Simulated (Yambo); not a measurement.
```xyz
4
Lattice="-1.7745 2.3866 2.6333 1.7745 -2.3866 2.6333 1.7745 2.3866 -2.6333" Properties=species:S:1:pos:R:3 pbc="T T T"
Li     0.0000     2.3866     1.2565
Li     1.7745     0.0000     1.3768
C      0.0000     4.1442     0.0000
C      0.0000     0.6290     0.0000
```

Response from Yambo on PBEsol (Quantum ESPRESSO, PseudoDojo norm-conserving, 82 Ry, scalar-relativistic) bands: 14×14×14 mesh, 33 bands, 4 Ry local-field block, 0.2 eV broadening.

Give the static electronic dielectric constant without and with local fields along each axis.


```
field along  ε(0), independent particles  ε(0), RPA with local fields  refractive index √ε
-----------  ---------------------------  ---------------------------  -------------------
x                                   3.35                         2.90                 1.70
y                                   5.05                         3.78                 1.94
z                                   3.65                         3.19                 1.79
```
Electronic (clamped-ion) response only. PBEsol gaps are usually too small, which raises these values. Convergence of the RPA response with its 14×14×14 mesh was not tested. x, y and z are Cartesian axes of the cell as given.

Geometry strained from the cell relaxed with PBEsol, atoms relaxed again.
